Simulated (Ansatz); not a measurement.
TiO:
```yaml
crystal:
  lattice:
    - [4.64617, 2.06449, 0.00000]
    - [-4.64617, 2.06449, 0.00000]
    - [-1.74765, 0.00000, 5.56873]
  atoms:
    - { symbol: Ti, position: [0.00000, 0.00000, 0.50000] }
    - { symbol: Ti, position: [0.34124, 0.65876, 0.17736] }
    - { symbol: Ti, position: [0.65876, 0.34124, 0.82264] }
    - { symbol: Ti, position: [0.35508, 0.64492, 0.67224] }
    - { symbol: Ti, position: [0.64492, 0.35508, 0.32776] }
    - { symbol: O, position: [0.17423, 0.82577, 0.34686] }
    - { symbol: O, position: [0.82577, 0.17423, 0.65314] }
    - { symbol: O, position: [0.17655, 0.82345, 0.83093] }
    - { symbol: O, position: [0.82345, 0.17655, 0.16907] }
    - { symbol: O, position: [0.50000, 0.50000, 0.00000] }
```

Relaxed with r²SCAN. Special points in fractions of this cell's reciprocal vectors: Γ (0.000, 0.000, 0.000); C (0.304, 0.304, 0.000); C2 (-0.304, 0.696, 0.000); Y2 (-0.500, 0.500, 0.000); M2 (-0.500, 0.500, 0.500); D (-0.278, 0.722, 0.500); D2 (0.278, 0.278, 0.500); A (0.000, 0.000, 0.500); L2 (0.000, 0.500, 0.500); V2 (0.000, 0.500, 0.000).

Q: List the band energies nearest the Fermi level at these points for the program Ansatz at the r²SCAN level (PAW).

A: In eV from the Fermi level; about four levels below and three above (degenerate sets whole), none deeper than 8.9 eV; points with the same levels are listed once.

```
k                     below           above
--  -----------------------  --------------
Γ   -2.07 -0.73 -0.65 -0.62  0.03 0.50 0.63
C   -1.62 -0.74 -0.74 -0.61  0.57 0.80 1.18
Y2  -2.08 -2.06 -1.16 -0.47  0.33 0.55 0.79
M2  -1.00 -0.82 -0.40 -0.02  0.68 0.68 1.73
D   -2.00 -1.21 -0.78 -0.66  0.06 0.44 0.87
A   -1.42 -0.74 -0.55 -0.53  0.18 0.22 0.32
L2  -1.82 -1.21 -0.85 -0.67  0.12 0.81 0.97
V2  -1.09 -1.07 -0.61 -0.43  0.57 0.87 1.09
```

Space group C2/m. The workflow started from an entry of the Crystallography Open Database (COD), which files this formula under 2 space groups. Whether it is the stable phase at ambient conditions was not checked. Symmetry was held in the r²SCAN relaxation; its stability against distortions is not shown here. The run is not spin-polarised. Without spin polarisation and U, an open-shell compound can come out a false metal.

Potentials: the later of the program's two PAW sets.
